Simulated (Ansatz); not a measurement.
CaZrN2:
```cif
data_Ca4N8Zr4
_chemical_formula_sum 'Ca4 Zr4 N8'
_space_group_name_H-M_alt 'Pna21'
_space_group_IT_number 33
_space_group_name_Hall 'P 2c -2n'
_cell_length_a 6.55939
_cell_length_b 7.95598
_cell_length_c 4.92768
_cell_angle_alpha 90.000
_cell_angle_beta 90.000
_cell_angle_gamma 90.000
loop_
_atom_site_label
_atom_site_type_symbol
_atom_site_symmetry_multiplicity
_atom_site_Wyckoff_symbol
_atom_site_fract_x
_atom_site_fract_y
_atom_site_fract_z
_atom_site_occupancy
Ca1 Ca 4 a 0.41961 0.11992 0.45182 1
Zr1 Zr 4 a 0.07143 0.12727 0.97184 1
N1 N 4 a 0.06308 0.10661 0.39968 1
N2 N 4 a 0.10643 0.65140 0.43666 1
```

Relaxed with PBE.

### Question
Which orbitals make up the states near the band edges in the program Ansatz at the PBE level (PAW)?

### Answer
Top 1 eV of the valence band: N 2p 85 %, Zr 4d 7 %, outside the projected shells 5 %. Bottom 1 eV of the conduction band: Zr 4d 60 %, N 2p 14 %, outside the projected shells 21 %. Projections are on Löwdin-orthogonalised atomic valence shells; empty p or d shells of many metals are not among them.

### Question
Tabulate the density of states.

### Answer
States/eV per cell of 16 atoms, in 0.25 eV bins, energy from the valence-band maximum.

```
E (eV)  total   N 2p  Zr 4d  Ca 4s
------  -----  -----  -----  -----
-7.85    0.00   0.00   0.00   0.00
-7.60    0.00   0.00   0.00   0.00
-7.35    0.00   0.00   0.00   0.00
-7.10    0.00   0.00   0.00   0.00
-6.85    0.00   0.00   0.00   0.00
-6.60    0.00   0.00   0.00   0.00
-6.35    0.00   0.00   0.00   0.00
-6.10    0.00   0.00   0.00   0.00
-5.85    0.00   0.00   0.00   0.00
-5.60    0.00   0.00   0.00   0.00
-5.35    0.00   0.00   0.00   0.00
-5.10    0.00   0.00   0.00   0.00
-4.85    0.00   0.00   0.00   0.00
-4.60    0.00   0.00   0.00   0.00
-4.35    0.00   0.00   0.00   0.00
-4.10    0.00   0.00   0.00   0.00
-3.85    0.00   0.00   0.00   0.00
-3.60    0.00   0.00   0.00   0.00
-3.35    0.00   0.00   0.00   0.00
-3.10    0.15   0.09   0.04   0.01
-2.85   10.03   5.92   2.72   0.42
-2.60   17.26  10.35   4.56   0.97
-2.35   17.31  10.79   4.37   0.64
-2.10   16.69  10.73   4.61   0.30
-1.85   20.63  13.57   5.81   0.28
-1.60   16.96  11.87   3.90   0.17
-1.35   15.14  11.06   2.99   0.10
-1.10   19.47  15.00   2.88   0.15
-0.85   16.97  13.77   1.73   0.12
-0.60   19.63  16.72   1.21   0.14
-0.35   17.02  14.84   0.80   0.11
-0.10    4.74   4.18   0.21   0.03
0.15     0.00   0.00   0.00   0.00
0.40     0.00   0.00   0.00   0.00
0.65     0.00   0.00   0.00   0.00
0.90     0.00   0.00   0.00   0.00
1.15     0.00   0.00   0.00   0.00
1.40     0.00   0.00   0.00   0.00
1.65     0.00   0.00   0.00   0.00
1.90     0.00   0.00   0.00   0.00
2.15     0.00   0.00   0.00   0.00
2.40     0.33   0.05   0.20   0.00
2.65     3.37   0.51   2.06   0.03
2.90     5.52   0.77   3.40   0.06
3.15     8.81   1.15   5.29   0.16
3.40     9.59   1.27   5.31   0.27
3.65    11.47   1.65   5.95   0.35
3.90    11.21   1.64   5.39   0.47
4.15    10.86   1.48   5.07   0.58
4.40     9.00   1.15   4.48   0.54
4.65     9.04   1.24   4.30   0.57
4.90     9.66   1.45   4.32   0.63
5.15    10.66   1.60   5.07   0.60
5.40     9.24   1.28   4.11   0.43
5.65    13.27   1.83   5.47   0.58
5.90    10.54   1.45   4.47   0.44
6.15    12.36   1.46   4.63   0.37
6.40    14.94   1.70   5.60   0.49
6.65    15.37   1.75   5.07   0.68
6.90    14.63   1.60   4.27   0.60
7.15    17.74   1.67   4.11   0.53
```

Space group Pna2_1. The start of the workflow was typed in or built on a structure type; neither database checked (COD, Materials Project) lists it. Whether it is the stable phase at ambient conditions was not checked. Symmetry was held in the PBE relaxation; whether a distortion lowers the energy is not shown. The run is not spin-polarised. Spin–orbit coupling is left out wherever it is not named.

Potentials: the earlier of the program's two PAW sets.
